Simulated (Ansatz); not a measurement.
Data:

Hf2Ga (space group I4/mcm)

```yaml
crystal:
  lattice:
    - [-3.30955, 3.30955, 2.61791]
    - [3.30955, -3.30955, 2.61791]
    - [3.30955, 3.30955, -2.61791]
  atoms:
    - { symbol: Hf, position: [0.15387, 0.65387, 0.80775] }
    - { symbol: Hf, position: [0.84613, 0.34613, 0.19225] }
    - { symbol: Hf, position: [0.65387, 0.84613, 0.50000] }
    - { symbol: Hf, position: [0.34613, 0.15387, 0.50000] }
    - { symbol: Ga, position: [0.75000, 0.75000, 0.00000] }
    - { symbol: Ga, position: [0.25000, 0.25000, 0.00000] }
```

Equation-of-state scan: isotropic scaling of the cell above, V₀ being its volume. The atoms relax within the cell's symmetry.

Computed with PBEsol (plane waves to 420 eV, PAW, scalar-relativistic; Ansatz, a quantum-chemistry and plane-wave program). k mesh 11×11×11 (Γ-centred), Fermi-Dirac smearing 0.05 eV. The energy includes the smearing's −TS. Compression counts positive. With the shape held, the modulus is that of even scaling; a crystal free to change shape is softer. Hf2Ga is run without spin polarisation. Hf2Ga was relaxed with its symmetry unable to fall. Spin-orbit coupling is left out, though Hf is heavy. ΔE is measured from the relaxed starting cell.

The scan covers V/V₀ from 0.900 to 1.100 in 9 points.

Question: What is the fitted pressure derivative B₀′?

Answer: 3.8.

Question: What bulk modulus at fixed cell shape B₀ follows from a third-order Birch-Murnaghan fit?

Answer: 127 GPa.

(A scan under strain: stresses follow from slopes of the energy per volume, elastic moduli from its curvatures.)
